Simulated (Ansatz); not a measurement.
**Elastic constants of Na3HSe: input and output**

These are results of DFT LDA, scalar-relativistic, plane waves, PAW (Ansatz 0.2.0), not measurements.

Launched with:
```bash
ansatz run input.yaml --threads 1 --pin off --max-ram 1228MiB --backend cpu --events-out ev --progress --plain --runs-dir out
```

Input (bare energies are in eV):
```yaml
crystal:
  lattice:
    - [4.3979, 0.0, 0.0]
    - [0.0, 4.3979, 0.0]
    - [0.0, 0.0, 4.3979]
  atoms:
    - { symbol: Se, position: [0.0, 0.0, 0.0] }
    - { symbol: H, position: [0.5, 0.5, 0.5] }
    - { symbol: Na, position: [0.5, 0.5, 0.0] }
    - { symbol: Na, position: [0.5, 0.0, 0.5] }
    - { symbol: Na, position: [0.0, 0.5, 0.5] }
basis:
  ecutwfc: 420
kpoints:
  mp_grid: { grid: [6, 6, 6] }
hamiltonian:
  xc: lda
scf:
  occupations: { method: fixed }
output:
  forces: true
  stress: true
  eigenvalues: true
elastic:
  mode: relaxed_ion
  stencil: two_point
```

From the output:
```
--- Elastic constants: 2 strain directions × 2 members + reference (group order 48) ---
  dense FFT box of the reference and of every strained cell: 30×30×30
  strains applied: 11, 23; error gains: componentwise 1.00 (the most a stress slope's error grows in a printed constant), spectral 1.73 (1 for all six strains in a standard setting)
  C = ∂σ_k/∂η_j (tension-positive GPa; Voigt order 11 22 33 23 13 12):
        68.415     15.349     15.349     -0.000     -0.000     -0.000
        15.349     68.415     15.349     -0.000     -0.000     -0.000
        15.349     15.349     68.415     -0.000     -0.000     -0.000
         0.000     -0.000     -0.000     23.427      0.000      0.000
         0.000      0.000     -0.000     -0.000     23.427      0.000
        -0.000      0.000      0.000      0.000     -0.000     23.427
  reference stress σ⁰ (GPa):     -0.169     -0.169     -0.169     -0.000      0.000     -0.000
  C* (energy form; C + prestress term) asymmetry max|C*_kj − C*_jk| = 1.243e-14 GPa — a small one proves nothing (zero by symmetry where the batch's group is 432, −43m or m−3m); a large one is finite-difference/SCF noise where every solve ...
  moduli (Voigt/Reuss/Hill, GPa): K = 33.04/33.04/33.04   G = 24.67/24.58/24.62   E = 59.17   ν = 0.201
  mechanically stable: yes (min eigenvalue of sym C = 23.43 GPa)
  strain η (Voigt 11):  stress-route row diagonal C_11 = 68.41 GPa, energy-path curvature d²(F+E_count+ΔE)/dδ²/Ω₀ = 68.25 GPa
         δ    σ_11 (GPa) F (eV) n_scf n_hpsi n_pw
    -2.000e-3      -0.3069       -9802.3190035       9   20267   1675   relax 0 steps, max|allowed force component| 1.76e-29 eV/Å
     2.000e-3      -0.0332       -9802.3193627       6   16221   1743   relax 0 steps, max|allowed force component| 3.76e-29 eV/Å
  strain η (Voigt 23):  stress-route row diagonal C_44 = 23.43 GPa, energy-path curvature d²(F+E_count+ΔE)/dδ²/Ω₀ = 23.31 GPa
         δ    σ_23 (GPa) F (eV) n_scf n_hpsi n_pw
    -2.000e-3      -0.0469       -9802.3192292       7   23046   1695   relax 0 steps, max|allowed force component| 2.36e-28 eV/Å
     2.000e-3       0.0469       -9802.3192292       5   18544   1695   relax 0 steps, max|allowed force component| 7.85e-29 eV/Å
```

The cell is the ideal cubic antiperovskite prototype; whether it is the stable structure of this composition wasn't checked.